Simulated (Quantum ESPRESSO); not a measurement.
# Ag2Ta3CuOs2: finding a planted mistake in a log

Simulated, not a measurement. The program is pw.x of Quantum ESPRESSO 7.5 (plane-wave density functional theory). The cell is made up: eight metal atoms on a face-centred cubic lattice, with elements, volume, strain and displacements drawn at random and not relaxed, so it may be unstable or far from any real phase. PseudoDojo standard norm-conserving files set the functional (PBE unless stated); there is no spin polarisation or spin-orbit coupling, the Fermi-Dirac width of 0.25 eV means electrons at about 2900 K, and the masses in the input are unused placeholders. The copper pseudopotential is less sure than most, with forces differing by about three percent and pressure by about two GPa from a second method on plain copper. Heavy elements are run without spin-orbit coupling, which real alloys of them have. A spin test at this wide smearing found no moment, but such smearing suppresses magnetism that the real alloy may have.

Intended input:

```
&control calculation='scf', pseudo_dir='./dojo.nc.sr.pbe.v0_5.standard.upf', outdir='./o', disk_io='minimal', tprnfor=.true., tstress=.true. /
&system ibrav=0, nat=8, ntyp=4, nbnd=78, ecutwfc=92.02030273, nosym=.true., tot_charge=0,
 occupations='smearing', smearing='fd', degauss=0.0183746611
/
&electrons conv_thr=1.470e-08, electron_maxstep=70, mixing_beta=0.5 /
ATOMIC_SPECIES
Ag 1.0 Ag.upf
Cu 1.0 Cu.upf
Os 1.0 Os.upf
Ta 1.0 Ta.upf
CELL_PARAMETERS angstrom
-2.0132 -4.0264 -2.0132
-4.0264 2.0132 2.0132
0.0 4.0264 -4.0264
ATOMIC_POSITIONS angstrom
Ag 0.0974 0.1044 -0.1244
Ta 0.0597 2.0066 -1.9939
Cu -2.1657 1.9863 0.0472
Ag -2.1454 4.06 -2.1038
Os -2.0434 -0.1836 -2.022
Os -2.0283 2.0241 -4.0115
Ta -4.2395 0.0952 0.1436
Ta -4.0538 1.9875 -2.1083
K_POINTS automatic
5 5 4 1 1 1
```

The log is shortened where brackets say so; the opening notice, blank lines, dates and the lines on written files are dropped, and the path of the files is cut. It prints rydbergs, bohrs and kilobars, and counts compression as positive stress. Its total energy is the free energy E - TS of the whole cell.

Log of the intended run:

```
     Program PWSCF v.7.5
     Parallel version (MPI & OpenMP), running on       4 processor cores
     Number of MPI processes:                 4
     Threads/MPI process:                     1
     [start-up lines left out]
     bravais-lattice index     =            0
     lattice parameter (alat)  =       9.3188  a.u.
     unit-cell volume          =     881.0029 (a.u.)^3
     number of atoms/cell      =            8
     number of atomic types    =            4
     number of electrons       =       128.00
     number of Kohn-Sham states=           78
     kinetic-energy cutoff     =      92.0203  Ry
     charge density cutoff     =     368.0812  Ry
     scf convergence threshold =      1.5E-08
     mixing beta               =       0.5000
     number of iterations used =            8  plain     mixing
     Exchange-correlation= PBE
                           (   1   4   3   4   0   0   0)
     [axes and pseudopotential details left out]
   Cartesian axes
     site n.     atom                  positions (alat units)
         1        Ag     tau(   1) = (   0.0197513   0.0211708  -0.0252265  )
         2        Ta     tau(   2) = (   0.0121063   0.4069099  -0.4043345  )
         3        Cu     tau(   3) = (  -0.4391731   0.4027934   0.0095715  )
         4        Ag     tau(   4) = (  -0.4350566   0.8233102  -0.4266207  )
         5        Os     tau(   5) = (  -0.4143724  -0.0372315  -0.4100328  )
         6        Os     tau(   6) = (  -0.4113104   0.4104587  -0.8134751  )
         7        Ta     tau(   7) = (  -0.8597102   0.0193052   0.0291200  )
         8        Ta     tau(   8) = (  -0.8220529   0.4030367  -0.4275332  )
     number of k points=    50  Fermi-Dirac smearing, width (Ry)=  0.0184
                       cart. coord. in units 2pi/alat
        k(    1) = (  -0.1722297   0.0267913  -0.1263018), wk =   0.0400000
        k(    2) = (  -0.2105030   0.1416111  -0.3176682), wk =   0.0400000
     [further k points left out]
     Dense  grid:   105237 G-vectors     FFT dimensions: (  60,  60,  72)
     Estimated max dynamical RAM per process >     411.58 MB
     Estimated total dynamical RAM >       1.53 GB
     Initial potential from superposition of free atoms
     starting charge     127.9956, renormalised to     128.0000
     Starting wfcs are   80 randomized atomic wfcs
     total cpu time spent up to now is        8.3 secs
     per-process dynamical memory:   323.1 Mb
     Self-consistent Calculation
     iteration #  1     ecut=    92.02 Ry     beta= 0.50
     Davidson diagonalization with overlap
     ethr =  1.00E-02,  avg # of iterations =  4.1
     total cpu time spent up to now is       29.5 secs
     total energy              =   -1786.45358628 Ry
     estimated scf accuracy    <      12.18776230 Ry
     iteration #  2     ecut=    92.02 Ry     beta= 0.50
     Davidson diagonalization with overlap
     ethr =  9.52E-03,  avg # of iterations =  3.0
     total cpu time spent up to now is       51.8 secs
     total energy              =   -1791.90167872 Ry
     estimated scf accuracy    <      35.53017245 Ry
     [iterations 3 to 15 left out]
     iteration # 16     ecut=    92.02 Ry     beta= 0.50
     Davidson diagonalization with overlap
     ethr =  1.61E-09,  avg # of iterations =  1.7
     total cpu time spent up to now is      330.2 secs
     total energy              =   -1794.49103860 Ry
     estimated scf accuracy    <       0.00000005 Ry
     iteration # 17     ecut=    92.02 Ry     beta= 0.50
     Davidson diagonalization with overlap
     ethr =  3.80E-11,  avg # of iterations =  3.0
     total cpu time spent up to now is      351.4 secs
     End of self-consistent calculation
     [lines on levels left out]
!    total energy              =   -1794.49103861 Ry
     estimated scf accuracy    <          4.5E-09 Ry
     smearing contrib. (-TS)   =      -0.09504976 Ry
     internal energy E=F+TS    =   -1794.39598885 Ry
     The total energy is F=E-TS. E is the sum of the following terms:
     one-electron contribution =    -631.86436193 Ry
     hartree contribution      =     388.43523149 Ry
     xc contribution           =    -310.54375878 Ry
     ewald contribution        =   -1240.42309963 Ry
     convergence has been achieved in  17 iterations
     Forces acting on atoms (cartesian axes, Ry/au):
     atom    1 type  1   force =    -0.07991613   -0.02927342    0.05063382
     atom    2 type  4   force =    -0.12683666    0.00586841   -0.03742875
     atom    3 type  2   force =     0.03708876    0.00785491   -0.02553447
     atom    4 type  1   force =     0.06322118   -0.01369247    0.01100232
     atom    5 type  3   force =    -0.03527683    0.04393152   -0.00924445
     atom    6 type  3   force =     0.00203307   -0.00708537    0.02850843
     atom    7 type  4   force =     0.09137855    0.01056219   -0.05344051
     atom    8 type  4   force =     0.04830807   -0.01816577    0.03550362
     Total force =     0.230420     Total SCF correction =     0.000329
     Computing stress (Cartesian axis) and pressure
          total   stress  (Ry/bohr**3)                   (kbar)     P=       46.36
   0.00005735   0.00022021   0.00020370            8.44       32.39       29.96
   0.00022021   0.00045805  -0.00009765           32.39       67.38      -14.37
   0.00020370  -0.00009765   0.00042997           29.96      -14.37       63.25
     init_run     :      7.86s CPU      8.13s WALL (       1 calls)
     electrons    :    336.50s CPU    343.06s WALL (       1 calls)
     forces       :      3.36s CPU      3.39s WALL (       1 calls)
     stress       :     12.10s CPU     12.33s WALL (       1 calls)
     [timing details left out]
     PWSCF        :   6m 0.02s CPU   6m 7.19s WALL
     JOB DONE.
```

A second run was made from an input with one planted mistake. Its log:

```
     Program PWSCF v.7.5
     Parallel version (MPI & OpenMP), running on       4 processor cores
     Number of MPI processes:                 4
     Threads/MPI process:                     1
     [start-up lines left out]
     bravais-lattice index     =            0
     lattice parameter (alat)  =       9.3188  a.u.
     unit-cell volume          =     881.0029 (a.u.)^3
     number of atoms/cell      =            8
     number of atomic types    =            4
     number of electrons       =       128.00
     number of Kohn-Sham states=           78
     kinetic-energy cutoff     =      92.0203  Ry
     charge density cutoff     =     368.0812  Ry
     scf convergence threshold =      1.5E-08
     mixing beta               =       0.5000
     number of iterations used =            8  plain     mixing
     Exchange-correlation= SLA  PW   NOGX NOGC
                           (   1   4   0   0   0   0   0)
     [axes and pseudopotential details left out]
   Cartesian axes
     site n.     atom                  positions (alat units)
         1        Ag     tau(   1) = (   0.0197513   0.0211708  -0.0252265  )
         2        Ta     tau(   2) = (   0.0121063   0.4069099  -0.4043345  )
         3        Cu     tau(   3) = (  -0.4391731   0.4027934   0.0095715  )
         4        Ag     tau(   4) = (  -0.4350566   0.8233102  -0.4266207  )
         5        Os     tau(   5) = (  -0.4143724  -0.0372315  -0.4100328  )
         6        Os     tau(   6) = (  -0.4113104   0.4104587  -0.8134751  )
         7        Ta     tau(   7) = (  -0.8597102   0.0193052   0.0291200  )
         8        Ta     tau(   8) = (  -0.8220529   0.4030367  -0.4275332  )
     number of k points=    50  Fermi-Dirac smearing, width (Ry)=  0.0184
                       cart. coord. in units 2pi/alat
        k(    1) = (  -0.1722297   0.0267913  -0.1263018), wk =   0.0400000
        k(    2) = (  -0.2105030   0.1416111  -0.3176682), wk =   0.0400000
     [further k points left out]
     Dense  grid:   105237 G-vectors     FFT dimensions: (  60,  60,  72)
     Estimated max dynamical RAM per process >     411.58 MB
     Estimated total dynamical RAM >       1.53 GB
     Initial potential from superposition of free atoms
     starting charge     127.9966, renormalised to     128.0000
     Starting wfcs are   80 randomized atomic wfcs
     total cpu time spent up to now is        9.8 secs
     per-process dynamical memory:   323.1 Mb
     Self-consistent Calculation
     iteration #  1     ecut=    92.02 Ry     beta= 0.50
     Davidson diagonalization with overlap
     ethr =  1.00E-02,  avg # of iterations =  4.1
     total cpu time spent up to now is       36.6 secs
     total energy              =   -1787.17864526 Ry
     estimated scf accuracy    <      11.53511316 Ry
     iteration #  2     ecut=    92.02 Ry     beta= 0.50
     Davidson diagonalization with overlap
     ethr =  9.01E-03,  avg # of iterations =  3.0
     total cpu time spent up to now is       68.7 secs
     total energy              =   -1792.22951817 Ry
     estimated scf accuracy    <      33.97128696 Ry
     [iterations 3 to 16 left out]
     iteration # 17     ecut=    92.02 Ry     beta= 0.50
     Davidson diagonalization with overlap
     ethr =  2.74E-11,  avg # of iterations =  3.3
     total cpu time spent up to now is      391.7 secs
     total energy              =   -1794.76642462 Ry
     estimated scf accuracy    <       0.00000002 Ry
     iteration # 18     ecut=    92.02 Ry     beta= 0.50
     Davidson diagonalization with overlap
     ethr =  1.73E-11,  avg # of iterations =  2.0
     total cpu time spent up to now is      413.8 secs
     End of self-consistent calculation
     [lines on levels left out]
!    total energy              =   -1794.76642462 Ry
     estimated scf accuracy    <          7.6E-09 Ry
     smearing contrib. (-TS)   =      -0.09588754 Ry
     internal energy E=F+TS    =   -1794.67053708 Ry
     The total energy is F=E-TS. E is the sum of the following terms:
     one-electron contribution =    -633.77039325 Ry
     hartree contribution      =     387.73399046 Ry
     xc contribution           =    -308.21103466 Ry
     ewald contribution        =   -1240.42309963 Ry
     convergence has been achieved in  18 iterations
     Forces acting on atoms (cartesian axes, Ry/au):
     atom    1 type  1   force =    -0.06890190   -0.02660537    0.04252225
     atom    2 type  4   force =    -0.11604844    0.00626479   -0.03052355
     atom    3 type  2   force =     0.02975552    0.00869604   -0.02054305
     atom    4 type  1   force =     0.05399014   -0.01106400    0.01094795
     atom    5 type  3   force =    -0.02398682    0.02981408   -0.01191777
     atom    6 type  3   force =     0.00751991   -0.00566090    0.02479192
     atom    7 type  4   force =     0.07400889    0.01469190   -0.04403767
     atom    8 type  4   force =     0.04366270   -0.01613653    0.02875993
     Total force =     0.197934     Total SCF correction =     0.000348
     Computing stress (Cartesian axis) and pressure
          total   stress  (Ry/bohr**3)                   (kbar)     P=      -90.52
  -0.00085586   0.00021460   0.00019811         -125.90       31.57       29.14
   0.00021460  -0.00048295  -0.00009203           31.57      -71.04      -13.54
   0.00019811  -0.00009203  -0.00050727           29.14      -13.54      -74.62
     init_run     :      8.79s CPU      9.11s WALL (       1 calls)
     electrons    :    396.43s CPU    404.09s WALL (       1 calls)
     forces       :      4.80s CPU      4.80s WALL (       1 calls)
     stress       :     17.00s CPU     17.01s WALL (       1 calls)
     [timing details left out]
     PWSCF        :   7m 7.66s CPU   7m15.74s WALL
     JOB DONE.
```

Question: the log repeats what the program read. Compare it with the intended run: what was wrong in the second input?

Answer: the files are those of another functional. The input lines that differ:

```
- &control calculation='scf', pseudo_dir='./dojo.nc.sr.pbe.v0_5.standard.upf', outdir='./o', disk_io='minimal', tprnfor=.true., tstress=.true. /
+ &control calculation='scf', pseudo_dir='./dojo.nc.sr.lda.v0_4_1.standard.upf', outdir='./o', disk_io='minimal', tprnfor=.true., tstress=.true. /
```

|  | intended run | run with the mistake |
| --- | --- | --- |
| free energy (eV) | -24415.294 | -24419.041 |
| entropy term -TS, part of it (eV) | -1.293 | -1.305 |
| pressure (GPa) | 4.64 | -9.05 |
| size of the largest force component (eV/Å) | 3.261 | 2.984 |
| largest change of a force component (eV/Å) |  | 0.447 |
| iterations | 17 | 18 |

For scale, a rerun of the intended cell at a higher cutoff and on a denser mesh moved values by no more than 0.002 eV in energy, 0.08 GPa in stress and 0.017 eV/Å in force, and a second program with other atomic files agreed on that cell to 2 % rms in force and 0.5 GPa in pressure. Files of another functional or element have another zero of energy, so the energy change says nothing on stability.